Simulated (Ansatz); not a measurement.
Ge:
```cif
data_Ge8
_chemical_formula_sum 'Ge8'
_space_group_name_H-M_alt 'I4/mmm'
_space_group_IT_number 139
_space_group_name_Hall '-I 4 2'
_cell_length_a 6.94721
_cell_length_b 6.94721
_cell_length_c 4.01042
_cell_angle_alpha 90.000
_cell_angle_beta 90.000
_cell_angle_gamma 90.000
loop_
_atom_site_label
_atom_site_type_symbol
_atom_site_symmetry_multiplicity
_atom_site_Wyckoff_symbol
_atom_site_fract_x
_atom_site_fract_y
_atom_site_fract_z
_atom_site_occupancy
Ge1 Ge 8 h 0.17871 0.17871 0.00000 1
```
(The calculation used a cell of 4 atoms; values per cell refer to that cell.)

Relaxed with DFT-r²SCAN in the program Ansatz with PAW potentials. Indices refer to the conventional cell of I4/mmm, a = b = 6.947 Å, c = 4.010 Å, α = β = γ = 90.00°.

Q: Simulate the powder diffraction pattern (Co Kα, λ = 1.79026 Å; lines above 1 %) up to 2θ = 90°.

A: Simulated powder pattern, Co Kα, λ = 1.79026 Å (kinematic, ideal powder, no thermal factors, no anomalous dispersion; the 30 strongest lines at most, above 1 %, up to 2θ = 90°):

| 2θ (°) | d (Å) | I/Imax (%) | hkl |
|---|---|---|---|
| 21.00 | 4.912 | 11 | (110) |
| 29.87 | 3.473 | 100 | (200)+(101) |
| 42.75 | 2.456 | 22 | (211)+(220) |
| 48.09 | 2.197 | 13 | (310) |
| 53.02 | 2.005 | 65 | (301)+(002) |
| 57.65 | 1.856 | 1.5 | (112) |
| 62.05 | 1.737 | 39 | (321)+(202) |
| 66.28 | 1.637 | 13 | (330) |
| 70.38 | 1.553 | 4.4 | (222)+(420) |
| 74.37 | 1.481 | 7.2 | (312) |
| 82.14 | 1.362 | 1.8 | (510) |
| 85.97 | 1.313 | 11 | (501)+(431) |
| 85.98 | 1.313 | 2.7 | (103) |
| 89.78 | 1.268 | 12 | (332) |

The start of the workflow was typed in or built on a structure type; neither database checked (COD, Materials Project) lists it. It is not the phase usual at ambient conditions (space group No. 227). The cell was relaxed with r²SCAN under the symmetry of its start; its stability against distortions is not shown here. The volume moved by 28 % from the start of the relaxation.

Potentials: the later of the program's two PAW sets.
